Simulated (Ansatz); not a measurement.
Cu Kα1 powder pattern (kinematic, no thermal factors).
2θ (°) (relative intensity): 21.92 (98), 27.11 (100), 35.13 (90), 38.71 (80), 44.70 (16), 44.93 (63), 53.07 (58), 55.91 (26), 60.59 (26), 60.77 (26), 63.21 (21), 67.77 (31), 69.56 (3), 74.26 (15), 76.15 (16), 80.71 (33), 82.56 (8), 83.04 (8), 87.20 (10), 89.36 (4)

The pattern is computed from a structure relaxed with DFT PBE, scalar-relativistic, plane waves, PAW in Ansatz. No spin polarisation. Its elements are Hf, O.

Problem. Give the structure.

Solution. HfO3.
Space group P4/mmm (No. 123). a = 3.287 Å, b = 3.287 Å, c = 4.051 Å, α = 90.00°, β = 90.00°, γ = 90.00°
```csv
atom,site,symmetry,x,y,z
Hf,1a,4/mmm,0.0000,0.0000,0.0000
O,2h,4mm,0.5000,0.5000,0.8127
O,1b,4/mmm,0.0000,0.0000,0.5000
```

A pattern alone doesn't exclude other cells with like lines; this is the one computed.

Another cell of HfO3 relaxed alike, in Pm-3n, lies 0.59 eV/atom lower, so this cell isn't the stable form at this level.

The cell was found from a structure generator's guess, not taken from experiment.
